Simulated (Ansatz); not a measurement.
Relaxed Ti (hcp, Mg type):

```
CELL_PARAMETERS angstrom
      5.87827     0.00000     0.00000
     -1.46957     2.54537     0.00000
      2.93914     0.00000     4.65010
ATOMIC_POSITIONS crystal
  Ti 0.79167 0.66667 0.75000
  Ti 0.29167 0.66667 0.75000
  Ti 0.20833 0.33333 0.25000
  Ti 0.70833 0.33333 0.25000
```

A phonon eigenvector at L = (0.5, 0.0, 0.5) is frozen into this cell: atom i moves by Q times the vector below, so Q is the largest atomic displacement, in Å. The cell is held. It is one choice among 2 degenerate patterns. (q is in reciprocal vectors of the primitive cell; the cell shown is doubled to hold the pattern.)

```tsv
atom	x	y	z
Ti1	0.835	0.482	0.000
Ti2	-0.835	-0.482	0.000
Ti3	0.000	0.000	1.000
Ti4	0.000	0.000	-1.000
```

Calculation: PBE (plane waves to 420 eV, PAW, scalar-relativistic; Ansatz, a program for electronic structure). k mesh 18×18×18 (Γ-centred), Fermi-Dirac smearing 0.05 eV. Energies are smeared free energies. With partly filled bands, energies and forces of such displacements shift with the k mesh and the smearing. Ti is run without spin polarisation. Ti was relaxed with its symmetry unable to fall. The zero of ΔE is the undisplaced structure.

### Question
Give the computed ΔE (eV/cell) and −dE/dQ from forces (eV/Å) at Q (Å) = -0.180, -0.120, -0.060, -0.030, 0.030, 0.120, 0.150, 0.180.

### Answer
| Q (Å) | ΔE (eV/cell) | −dE/dQ from forces (eV/Å) |
|---|---|---|
| -0.180 | 0.723 | 7.701 |
| -0.120 | 0.337 | 5.295 |
| -0.060 | 0.088 | 2.896 |
| -0.030 | 0.022 | 1.478 |
| 0.030 | 0.022 | -1.478 |
| 0.120 | 0.337 | -5.295 |
| 0.150 | 0.512 | -6.410 |
| 0.180 | 0.723 | -7.701 |

(A displaced cell: forces are minus the slopes of the energy, force constants its curvatures, and phonons follow from these.)
